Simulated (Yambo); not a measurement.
**How GW settings move the gap: Rh2O3**

G0W0@LDA for Rh2O3 (corundum, space group R-3c, No. 167) in Yambo. Reference settings: 2×2×2 Γ-centred k mesh, bands 17 to 185 and a 7 Ry block in the screening, 185 bands in G with the Bruneval-Gonze terminator, plasmon pole fitted at 27.2 eV. The LDA gap Γ → F on this mesh is 0.53 eV; G0W0 gaps are taken between the same points.

| change from the reference | G0W0 gap Γ → F (eV) | shift of the valence edge (eV) | rough Yambo cost |
|---|---|---|---|
| reference settings | 1.04 | 0.27 | 1 |
| 71 bands in W, 71 bands in G | 1.07 | 0.47 | within a factor of two |
| exchange cut at 20 Ry | 1.08 | 1.05 | – |
| exchange cut at 10 Ry | 1.22 | 2.78 | – |
| 71 bands in W, 71 bands in G, 3 Ry block | 1.18 | 0.39 | about 1/3 |
| 71 bands in W, 71 bands in G, 2 Ry block | 1.52 | 0.05 | about 1/2 |
| 71 bands in W, 71 bands in G, 6 Ry block | 1.06 | 0.48 | about 1/2 |
| 117 bands in W, 117 bands in G, 3 Ry block | 1.17 | 0.33 | within a factor of two |
| 4 Ry block | 1.04 | 0.31 | within a factor of two |
| 151 bands in W, 151 bands in G, 3 Ry block | 1.16 | 0.29 | within a factor of two |
| 2 Ry block | 1.52 | -0.03 | within a factor of two |
| 71 bands in W, 71 bands in G, 3 Ry block, no terminator | 1.18 | 0.64 | about 1/2 |
| 117 bands in W, 117 bands in G, 3 Ry block, no terminator | 1.19 | 0.56 | within a factor of two |
| 151 bands in W, 151 bands in G, 3 Ry block, no terminator | 1.16 | 0.47 | within a factor of two |
| 151 bands in W, 151 bands in G, no terminator | 1.05 | 0.62 | within a factor of two |

The reference isn't shown to be the converged limit. Costs are rough (shared machines), scaled to the same edge states, and given only for runs that recompute the screening.

Spin-orbit splittings are left out.

Geometry of the Materials Project entry, not relaxed at this level; primitive cell a = b = c = 5.500 Å, α = β = γ = 55.76°.

A shift is the quasiparticle energy of the state minus its LDA energy.
